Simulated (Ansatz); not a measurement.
**YbC in the CsCl-type structure**

Computed with Ansatz (plane waves, PAW, 420 eV cutoff): PBEsol, scalar-relativistic, collinear spin, 10×10×10 k-mesh, Gaussian smearing of 0.05 eV; PAW files: Ansatz's generated set soft_2.

```yaml
crystal:
  lattice:
    - [2.98635, 0.00000, 0.00000]
    - [0.00000, 2.98635, 0.00000]
    - [0.00000, 0.00000, 2.98635]
  atoms:
    - { symbol: Yb, position: [0.00000, 0.00000, 0.00000] }
    - { symbol: C, position: [0.50000, 0.50000, 0.50000] }
```

The start was a prototype's sites filled with these elements, not a measured cell.

Magnetic state: non-magnetic, site spin moments none.

The cell is relaxed to zero pressure at this level.

Path: Γ–X–M–Γ–R–X | R–M, with Γ = (0.000, 0.000, 0.000), X = (0.000, 0.500, 0.000), M = (0.500, 0.500, 0.000), R = (0.500, 0.500, 0.500) in reciprocal vectors of the calculation's cell.

Question: Is it a metal or an insulator, and if it has a gap, where are the band edges on this path?

Answer: A metal: bands cross the Fermi level.

Levels between -5 and 3 eV from the Fermi level at the path's named points (both spins alike):
```tsv
point	below E_F (eV)	above E_F (eV)
Γ	-0.91 -0.91 -0.91 -0.73 -0.73 -0.73 -0.68	0.40 0.40 1.64 1.64 1.64
X	-0.88 -0.74 -0.72 -0.69 -0.69 -0.51 -0.51 -0.15 -0.15	1.79
M	-2.06 -2.06 -1.07 -0.69 -0.69 -0.55 -0.49 -0.35 -0.35	1.17 2.25
R	-4.25 -4.25 -4.25 -0.69 -0.69 -0.69 -0.58 -0.58 -0.58 -0.51
```

Without a U the 4f levels of Yb lie too near the Fermi level, so their share of the states there, and what hangs on it, is overstated. These numbers lack spin–orbit coupling. The starting moments died out; a magnetic state reached from other starts isn't excluded.
